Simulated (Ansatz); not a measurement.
CsI:
```yaml
crystal:
  lattice:
    - [4.61080, 0.00000, 0.00000]
    - [0.00000, 4.61080, 0.00000]
    - [0.00000, 0.00000, 4.61080]
  atoms:
    - { symbol: Cs, position: [0.00000, 0.00000, 0.00000] }
    - { symbol: I, position: [0.50000, 0.50000, 0.50000] }
```

Relaxed with r²SCAN.

### Question
Map the valence electron density (e/Å³), cut off at 0.9 on the plane through (0.000, 0.000, 0.000) spanned by u = [1, 0, 0] and v = [0, 1, 1] in lattice vectors, from r²SCAN in the plane-wave PAW code Ansatz.

### Answer
x is the fraction of u, y of v (the angle between them is 90°; rows are the nearest grid lines); atoms in the plane: Cs at (0.00, 0.00), I at (0.50, 0.50).
```
|017998410000000014899710|
|138997310000000013799831|
|999984210000000012489999|
|999853100000000001358999|
|443211000000000000112344|
|211100000000000000001112|
|000000001111111100000000|
|000000112233332211000000|
|000001123455554321100000|
|000011358999999853110000|
|000012479999999974210000|
|000013599999999995310000|
|000013599999999995310000|
|000012479999999974210000|
|000011358999999853110000|
|000001123455554321100000|
|000000112233332211000000|
|000000001111111100000000|
|211100000000000000001112|
|443211000000000000112344|
|999853100000000001358999|
|999984210000000012489999|
|138997310000000013799831|
|017998410000000014899710|
```
Scale: ten equal steps from 0.000 (start of '0') to 0.900 (end of '9'), in the order '0123456789'; x runs from 0.000 to 1.00, y from 0.000 (bottom) to 1.00 (top).

The density is the valence pseudo-density with augmentation charge, so density and ELF within about 1 Å of a nucleus are not all-electron values.

Space group Pm-3m (CsCl type). The r²SCAN relaxation kept the symmetry of its start. Scalar-relativistic: spin–orbit coupling is off unless named, which matters more the heavier the elements.

Potentials: the later of the program's two PAW sets.
